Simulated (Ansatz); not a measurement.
# NMR crystallography of Bi2S3: given against relaxed positions

Start: a structure deposited in the COD (listed for 3.5 GPa), atoms as given.

Space group Pnma (No. 62); a = 10.9070, b = 3.9191, c = 10.8220 Å.

| site | Wyckoff | site symmetry | x | y | z |
| --- | --- | --- | --- | --- | --- |
| Bi1 | 4c | .m. | 0.0049 | 0.2500 | 0.6744 |
| Bi5 | 4c | .m. | 0.3331 | 0.2500 | 0.4663 |
| S9 | 4c | .m. | 0.0527 | 0.2500 | 0.1280 |
| S13 | 4c | .m. | 0.3737 | 0.2500 | 0.0610 |
| S17 | 4c | .m. | 0.2211 | 0.2500 | 0.8026 |

One atom of each set is listed.

All values are calculated (Ansatz; DFT, PBE, plane waves and PAW, scalar-relativistic, 420 eV cutoff, Γ-centred 3×7×3 k-points, Fermi–Dirac smearing 0.02 eV), not measured.

The largest force at the start is 0.32 eV/Å. Relaxing the ions at fixed cell moves them by 0.068 Å at most (atom 8, Bi) and 0.048 Å rms.

```json
{"site": "Bi1", "moved (Å)": "0.065", "first shell before": "7 S at 2.66–3.11 Å", "first shell after": "7 S at 2.71–3.04 Å", "V_zz before (10²¹ V/m²)": "4.64", "η before": "0.41"}
{"site": "Bi5", "moved (Å)": "0.068", "first shell before": "7 S at 2.60–3.16 Å", "first shell after": "7 S at 2.66–3.12 Å", "V_zz before (10²¹ V/m²)": "-17.46", "η before": "0.06"}
{"site": "S9", "moved (Å)": "0.024", "first shell before": "5 Bi at 2.60–2.97 Å", "first shell after": "5 Bi at 2.66–2.93 Å", "V_zz before (10²¹ V/m²)": "3.37", "η before": "0.99"}
{"site": "S13", "moved (Å)": "0.046", "first shell before": "5 Bi at 2.66–3.16 Å", "first shell after": "5 Bi at 2.71–3.12 Å", "V_zz before (10²¹ V/m²)": "-7.33", "η before": "0.13"}
{"site": "S17", "moved (Å)": "0.014", "first shell before": "4 Bi at 2.71–3.11 Å", "first shell after": "4 Bi at 2.73–3.04 Å", "V_zz before (10²¹ V/m²)": "-1.31", "η before": "0.86"}
```

**Question.** How do the gradients change?

**Answer.** 

```csv
site,V_zz after,η after,change of V_zz
Bi1,0.43,0.98,-4.21
Bi5,-12.71,0.13,+4.75
S9,-2.68,0.63,–
S13,-6.56,0.07,+0.77
S17,1.12,0.99,–
```

The largest change of V_zz along a kept axis is on Bi5, from -17.46 to -12.71. In per cent, |V_zz| changes by -91 to -27 on Bi, -10 on S (all sites that start above 0.5, bar those whose gradient vanishes or changes sign or whose main axis turns by over 40°). Where |V_zz| stays above 0.1 and the axes keep their order, η moves most on Bi1, from 0.41 to 0.98. On S9, S17 the largest principal value lies along another axis in the second run, so the two V_zz can't be compared directly.

Spin–orbit coupling is left out, which shifts gradients on Bi by a few per cent in wide-gap crystals, and can shift them far more where the calculated gap is small or absent, as here.
Before: At this cell the PBE pressure is 6 GPa, so with PBE the cell would grow if it were relaxed.
After: At this cell the PBE pressure is 5 GPa, so with PBE the cell would grow if it were relaxed.
